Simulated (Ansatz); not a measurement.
LiH:
```
LiH
1.0
    0.00000     2.00355     2.00355
    2.00355     0.00000     2.00355
    2.00355     2.00355     0.00000
Li H
1 1
Direct
  0.00000   0.00000   0.00000
  0.50000   0.50000   0.50000
```

Relaxed with PBE. Special points in fractions of this cell's reciprocal vectors: Γ (0.000, 0.000, 0.000); X (0.500, 0.000, 0.500); U (0.625, 0.250, 0.625); K (0.375, 0.375, 0.750); L (0.500, 0.500, 0.500); W (0.500, 0.250, 0.750).

Problem. List the band energies nearest the valence-band maximum at these points for plane-wave PAW PBE (Ansatz code).

Solution. In eV from the valence-band maximum; about four levels below and three above (degenerate sets whole), none deeper than 8.9 eV; … stands for higher levels left out; points with the same levels are listed once.

| k | below | above |
|---|---|---|
| Γ | -5.44 | 16.10 … |
| X | 0.00 | 2.98 … |
| U | -0.51 | 4.13 … |
| L | -2.63 | 4.91 … |
| W | -0.23 | … |

Space group Fm-3m (rock salt). Symmetry was held in the PBE relaxation.

Potentials: the later of the program's two PAW sets.
